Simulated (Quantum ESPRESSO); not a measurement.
# Kohn-Sham bands of Hg₂SeS (P-4m2)

```
Hg2SeS
1.0
    4.29014     0.00000     0.00000
    0.00000     4.29014     0.00000
    0.00000     0.00000     6.05910
Hg Se S
2 1 1
Direct
  0.50000   0.00000   0.76218
  0.00000   0.50000   0.23782
  0.00000   0.00000   0.50000
  0.50000   0.50000   0.00000
```

Materials Project entry mp-1223907; symmetrised, unrelaxed at this level. Not found in the COD (Crystallography Open Database) copy used; not checked further. Computed values, not measurements, from PBEsol: Quantum ESPRESSO (norm-conserving PseudoDojo potentials, cutoff 69 Ry, spinors with spin-orbit coupling) on a Γ-centred 4×4×4 mesh, then Wannier90. Density: 8×8×6 mesh, cold smearing 0.01 Ry. With spin-orbit coupling a semilocal functional can close or falsely invert a small gap; the band order was not checked against a better method.

Energies are relative to the Fermi level; weights are on the orthonormalised atomic waves of the pseudopotential files, averaged over the group. 62 electrons a cell are treated as valence.

```tsv
bands	from (eV)	to (eV)	filling	weight on atomic waves
1–4	-114.13	-114.13	filled	?
5–8	-76.13	-76.13	filled	?
9–16	-57.78	-57.78	filled	?
17–20	-47.93	-47.91	filled	?
21–26	-47.03	-47.01	filled	?
27–30	-13.08	-12.41	filled	?
31–38	-7.63	-6.90	filled	?
```

Problem. Which atomic shells make up each group?

Solution. 
- 1–4, weight on atomic waves: Hg 5s 100 %
- 5–8, weight on atomic waves: Hg 5p 100 %
- 9–16, weight on atomic waves: Hg 5p 100 %
- 17–20, weight on atomic waves: Se 3d 100 %
- 21–26, weight on atomic waves: Se 3d 100 %
- 27–30, weight on atomic waves: Se 4s 44 %, S 3s 43 %, Hg 6s 7 %
- 31–38, weight on atomic waves: Hg 5d 93 %

No gap over 0.05 eV opens at the Fermi level at this level of theory; semilocal functionals close the gap of some real semiconductors.
